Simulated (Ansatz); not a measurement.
Cu Kα1 powder pattern (kinematic, no thermal factors).
```csv
2θ (°),relative intensity
21.39,1
24.76,100
28.63,14
28.75,7
40.94,21
41.02,41
48.44,32
48.58,16
50.79,6
59.28,7
59.53,3
65.24,6
65.36,13
67.14,2
67.19,2
67.37,2
74.61,14
74.78,7
79.96,7
80.07,4
80.29,4
88.76,2
88.97,4
```

The pattern is computed from a structure relaxed with DFT PBE, scalar-relativistic, plane waves, PAW in Ansatz. No spin polarisation. Its elements are Al, Ga, Sb.

Give the structure.

Al3GaSb4.
Space group P-4m2 (No. 115). a = 4.405 Å, b = 4.405 Å, c = 12.413 Å, α = 90.00°, β = 90.00°, γ = 90.00°
```json
{"atom": "Al", "site": "2f", "symmetry": "2mm.", "x": "0.5000", "y": "0.5000", "z": "0.2495"}
{"atom": "Al", "site": "1d", "symmetry": "-4m2", "x": "0.0000", "y": "0.0000", "z": "0.5000"}
{"atom": "Ga", "site": "1a", "symmetry": "-4m2", "x": "0.0000", "y": "0.0000", "z": "0.0000"}
{"atom": "Sb", "site": "2g", "symmetry": "2mm.", "x": "0.5000", "y": "0.0000", "z": "0.3747"}
{"atom": "Sb", "site": "2g", "symmetry": "2mm.", "x": "0.5000", "y": "0.0000", "z": "0.8753"}
```

A pattern alone doesn't exclude other cells with like lines; this is the one computed.

It was reached by relaxing an invented guess, and it needn't be the stable form of this composition.
